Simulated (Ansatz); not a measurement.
BN (zinc blende), relaxed and computed with several functionals in Ansatz (plane waves, PAW). Much of their spread follows the volume that each gives.

```csv
functional,V (Å³/atom),B₀ by P(V) fit (GPa)
PBE,5.95,371
HSE06,5.81,404
r²SCAN,5.88,392
LDA,5.74,?
```

Problem. Fit a straight line to ln B₀ against ln V and predict the withheld value.

Solution. Least squares on the 3 shown rows: ln B₀ = -3.58 × ln V + (12.305), with a scatter of 1 %. For LDA this gives 424. The run itself gave 402, outside the scatter: the line misses something about this case.

All cells were relaxed under the symmetry of their starts (and spin orders); stability against distortions was not tested throughout.

Potentials: the later of the program's two PAW sets.

Ansatz (a program for electronic structure) is a plane-wave DFT program.
